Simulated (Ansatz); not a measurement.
All numbers below come from DFT PBE, scalar-relativistic, plane waves, PAW (Ansatz 0.2.0). Cutoff 420 eV, Γ-centred meshes of about 0.25 Å⁻¹ or finer for metals and 0.3 Å⁻¹ for insulators (2π included), Gaussian smearing. No spin polarisation.

Relaxed structures of Nb3Si2O, with energies over the first row. Coordination counts Nb or Si atoms around O (for each partner element, those within 1.25 times its shortest distance or 1.15 times the sum of covalent radii, where it is the nearest in units of that sum or under 1.3; a plus sign parts groups by distance over the sum of covalent radii).

```json
{"#": "1", "form": "P4/mbm", "sites": "Nb 2a, 4h; Si 4g; O 2b", "V (Å³/atom)": "14.4", "coordination": "O 2+4", "ΔE (meV/atom)": "0"}
{"#": "2", "form": "P-6m2", "sites": "Nb 1b, 2g; Si 2h; O 1a", "V (Å³/atom)": "15.8", "coordination": "O 2", "ΔE (meV/atom)": "99"}
```

A further structure, relaxed alike:

```
CELL_PARAMETERS angstrom
2.87926 0.00000 0.00000
-1.43963 2.49351 0.00000
0.00000 0.00000 23.93572
ATOMIC_POSITIONS crystal
Nb 0.66667 0.33333 0.68475
Nb 0.66667 0.33333 0.81525
Nb 0.00000 0.00000 0.50000
Nb 0.33333 0.66667 0.31525
Nb 0.33333 0.66667 0.18475
Nb 0.00000 0.00000 0.00000
Si 0.33333 0.66667 0.59281
Si 0.66667 0.33333 0.40719
Si 0.33333 0.66667 0.90719
Si 0.66667 0.33333 0.09281
O 0.00000 0.00000 0.75000
O 0.00000 0.00000 0.25000
```

Question: Place it among the others.

Answer: It falls between rows 1 and 2, 69 meV/atom above row 1, with space group P6_3/mmc (No. 194) and 14.3 Å³/atom. Counting Nb or Si atoms around O, this cell has O 6 and row 1 has O 2+4. Row 1 holds Si–Si pairs (shortest 2.33 Å); in this cell the shortest Si–Si distance is 2.88 Å. Nb on a site of symmetry 3m is surrounded by 3 O at 2.28 Å, 3 Si at 2.76 Å and 6 Nb at 2.88 Å; around Nb on a site of symmetry -3m lie 6 Si at 2.77 Å and 6 Nb at 2.88 Å; Si has 6 Nb at 2.76–2.77 Å and 6 Si at 2.88 Å; around O lie 6 Nb at 2.28 Å and 6 O at 2.88 Å.

A magnetic state wasn't ruled out in cells without spin, among them P4/mbm, P-6m2. With atoms moved at random, row 1 (by 178 meV/atom) fell into a lower structure. Row 2 and the further cell had no clear such test and can be saddle points.
